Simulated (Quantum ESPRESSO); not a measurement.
Al3SiN3C, input and log of a self-consistent run

A calculation, not a measurement. The program is pw.x of Quantum ESPRESSO 7.5 (plane-wave density functional theory). The cell is made up: 8 atoms on a zincblende/diamond lattice, with randomly drawn elements, strain and displacements, not relaxed. PseudoDojo standard norm-conserving files (v0.5 for PBE, v0.4.1 for LDA and PBEsol) set the functional; there is no spin polarisation, spin-orbit coupling or dispersion term, and the masses in the input are unused placeholders.

Input:

```
&control calculation='scf', pseudo_dir='./dojo.nc.sr.pbe.v0_5.standard.upf', outdir='./o', disk_io='medium', tprnfor=.true., tstress=.true. /
&system ibrav=0, nat=8, ntyp=4, nbnd=22, ecutwfc=84.00895049, nosym=.true., tot_charge=0,
 occupations='smearing', smearing='fd', degauss=0.0018374661
/
&electrons conv_thr=7.350e-09, electron_maxstep=60, /
ATOMIC_SPECIES
Al 1.0 Al.upf
C 1.0 C.upf
N 1.0 N.upf
Si 1.0 Si.upf
CELL_PARAMETERS angstrom
4.3015 0.0106 -0.0021
0.0106 4.4269 0.021
-0.0021 0.021 4.3631
ATOMIC_POSITIONS angstrom
Al 0.0518 -0.0079 0.0015
Al -0.0477 2.3049 2.1649
Al 2.1994 -0.0481 2.1483
Si 2.0287 2.247 -0.1828
N 1.1412 1.1564 1.1812
N 1.2093 3.3714 3.3169
N 3.1616 1.0682 3.1818
C 3.1615 3.2928 1.0981
K_POINTS automatic
4 4 4 1 1 1
```

The log is shortened where brackets say so; the opening notice, blank lines, dates and the lines on written files are dropped, and the path of the files is cut. It prints rydbergs, bohrs and kilobars, and counts compression as positive stress. With no partly filled state, the Fermi energy that it prints is only some level between the filled and the empty states on the mesh, and need not lie in the true gap.

```
     Program PWSCF v.7.5
     Parallel version (MPI & OpenMP), running on       1 processor cores
     Number of MPI processes:                 1
     Threads/MPI process:                     1
     [start-up lines left out]
     bravais-lattice index     =            0
     lattice parameter (alat)  =       8.1287  a.u.
     unit-cell volume          =     560.6590 (a.u.)^3
     number of atoms/cell      =            8
     number of atomic types    =            4
     number of electrons       =        32.00
     number of Kohn-Sham states=           22
     kinetic-energy cutoff     =      84.0090  Ry
     charge density cutoff     =     336.0358  Ry
     scf convergence threshold =      7.3E-09
     mixing beta               =       0.7000
     number of iterations used =            8  plain     mixing
     Exchange-correlation= PBE
                           (   1   4   3   4   0   0   0)
     [axes and pseudopotential details left out]
   Cartesian axes
     site n.     atom                  positions (alat units)
         1        Al     tau(   1) = (   0.0120423  -0.0018366   0.0003487  )
         2        Al     tau(   2) = (  -0.0110891   0.5358346   0.5032880  )
         3        Al     tau(   3) = (   0.5113084  -0.0111821   0.4994289  )
         4        Si     tau(   4) = (   0.4716247   0.5223743  -0.0424967  )
         5        N      tau(   5) = (   0.2653020   0.2688356   0.2746010  )
         6        N      tau(   6) = (   0.2811336   0.7837706   0.7711007  )
         7        N      tau(   7) = (   0.7349971   0.2483312   0.7396931  )
         8        C      tau(   8) = (   0.7349739   0.7654980   0.2552822  )
     number of k points=    32  Fermi-Dirac smearing, width (Ry)=  0.0018
                       cart. coord. in units 2pi/alat
        k(    1) = (   0.1247632   0.1205787   0.1227153), wk =   0.0625000
        k(    2) = (   0.1248864   0.1194091   0.3691921), wk =   0.0625000
     [further k points left out]
     Dense  grid:    58309 G-vectors     FFT dimensions: (  48,  50,  50)
     Estimated max dynamical RAM per process >      67.64 MB
     Initial potential from superposition of free atoms
     starting charge      31.9920, renormalised to      32.0000
     Starting wfcs are   32 randomized atomic wfcs
     total cpu time spent up to now is        3.7 secs
     per-process dynamical memory:    52.9 Mb
     Self-consistent Calculation
     iteration #  1     ecut=    84.01 Ry     beta= 0.70
     Davidson diagonalization with overlap
     ethr =  1.00E-02,  avg # of iterations =  3.4
     total cpu time spent up to now is       11.7 secs
     total energy              =     -96.06895747 Ry
     estimated scf accuracy    <       2.45620747 Ry
     iteration #  2     ecut=    84.01 Ry     beta= 0.70
     Davidson diagonalization with overlap
     ethr =  7.68E-03,  avg # of iterations =  2.0
     total cpu time spent up to now is       17.9 secs
     total energy              =     -96.79448562 Ry
     estimated scf accuracy    <       1.62208377 Ry
     iteration #  3     ecut=    84.01 Ry     beta= 0.70
     Davidson diagonalization with overlap
     ethr =  5.07E-03,  avg # of iterations =  2.0
     total cpu time spent up to now is       23.8 secs
     total energy              =     -97.06275132 Ry
     estimated scf accuracy    <       0.03680092 Ry
     iteration #  4     ecut=    84.01 Ry     beta= 0.70
     Davidson diagonalization with overlap
     ethr =  1.15E-04,  avg # of iterations =  6.8
     total cpu time spent up to now is       36.2 secs
     total energy              =     -97.08407730 Ry
     estimated scf accuracy    <       0.00555424 Ry
     iteration #  5     ecut=    84.01 Ry     beta= 0.70
     Davidson diagonalization with overlap
     ethr =  1.74E-05,  avg # of iterations =  5.7
     total cpu time spent up to now is       49.9 secs
     total energy              =     -97.08486375 Ry
     estimated scf accuracy    <       0.00345777 Ry
     iteration #  6     ecut=    84.01 Ry     beta= 0.70
     Davidson diagonalization with overlap
     ethr =  1.08E-05,  avg # of iterations =  1.6
     total cpu time spent up to now is       58.0 secs
     total energy              =     -97.08482509 Ry
     estimated scf accuracy    <       0.00083298 Ry
     iteration #  7     ecut=    84.01 Ry     beta= 0.70
     Davidson diagonalization with overlap
     ethr =  2.60E-06,  avg # of iterations =  4.9
     total cpu time spent up to now is       63.6 secs
     total energy              =     -97.08488261 Ry
     estimated scf accuracy    <       0.00010904 Ry
     iteration #  8     ecut=    84.01 Ry     beta= 0.70
     Davidson diagonalization with overlap
     ethr =  3.41E-07,  avg # of iterations =  2.4
     total cpu time spent up to now is       71.9 secs
     total energy              =     -97.08491377 Ry
     estimated scf accuracy    <       0.00000624 Ry
     iteration #  9     ecut=    84.01 Ry     beta= 0.70
     Davidson diagonalization with overlap
     ethr =  1.95E-08,  avg # of iterations =  3.6
     total cpu time spent up to now is       78.8 secs
     total energy              =     -97.08491691 Ry
     estimated scf accuracy    <       0.00000281 Ry
     iteration # 10     ecut=    84.01 Ry     beta= 0.70
     Davidson diagonalization with overlap
     ethr =  8.77E-09,  avg # of iterations =  1.9
     total cpu time spent up to now is       84.9 secs
     total energy              =     -97.08491713 Ry
     estimated scf accuracy    <       0.00000023 Ry
     iteration # 11     ecut=    84.01 Ry     beta= 0.70
     Davidson diagonalization with overlap
     ethr =  7.15E-10,  avg # of iterations =  3.0
     total cpu time spent up to now is       91.3 secs
     End of self-consistent calculation
          k = 0.1248 0.1206 0.1227 (  7255 PWs)   bands (ev):
    -8.2704  -6.0720  -5.1995  -1.5006   1.0793   2.3391   2.6153   4.0339
     4.5247   4.8329   5.1460   5.4993   5.9792   6.8013   8.0085   8.2970
    10.2887  10.8933  11.7220  13.6848  14.6424  15.7282
     [levels at the other k points left out]
     the Fermi energy is     9.7751 ev
!    total energy              =     -97.08491721 Ry
     estimated scf accuracy    <          4.6E-09 Ry
     smearing contrib. (-TS)   =      -0.00000000 Ry
     internal energy E=F+TS    =     -97.08491721 Ry
     The total energy is F=E-TS. E is the sum of the following terms:
     one-electron contribution =       1.73846698 Ry
     hartree contribution      =      19.73541165 Ry
     xc contribution           =     -33.05217053 Ry
     ewald contribution        =     -85.50662532 Ry
     convergence has been achieved in  11 iterations
     Forces acting on atoms (cartesian axes, Ry/au):
     atom    1 type  1   force =    -0.04868609    0.02659834    0.04426821
     atom    2 type  1   force =     0.03762470   -0.07436721    0.01290540
     atom    3 type  1   force =    -0.02745934    0.06127560   -0.02989299
     atom    4 type  4   force =     0.18450592   -0.10841691    0.21797417
     atom    5 type  3   force =    -0.03690954    0.02674083   -0.11668192
     atom    6 type  3   force =    -0.14112478    0.01027802   -0.05731870
     atom    7 type  3   force =     0.02925223    0.09248698    0.09338172
     atom    8 type  2   force =     0.00279690   -0.03459565   -0.16463588
     Total force =     0.443058     Total SCF correction =     0.000035
     Computing stress (Cartesian axis) and pressure
          total   stress  (Ry/bohr**3)                   (kbar)     P=       99.62
   0.00079333  -0.00049765   0.00020450          116.70      -73.21       30.08
  -0.00049765   0.00073647  -0.00039521          -73.21      108.34      -58.14
   0.00020450  -0.00039521   0.00050185           30.08      -58.14       73.82
     init_run     :      3.56s CPU      3.67s WALL (       1 calls)
     electrons    :     82.22s CPU     87.61s WALL (       1 calls)
     forces       :      1.70s CPU      1.73s WALL (       1 calls)
     stress       :      4.64s CPU      4.67s WALL (       1 calls)
     [timing details left out]
     PWSCF        :   1m32.25s CPU   1m38.13s WALL
     JOB DONE.
```

In other units: free energy -1320.908 eV for the cell, pressure 9.96 GPa, largest force component 5.604 eV/Å. A rerun of a related cell, with the same atoms placed differently, at 1437 eV and a 6 x 6 x 6 mesh moved values by no more than 0.003 eV in energy, 0.02 GPa in stress and 0.002 eV/Å in force.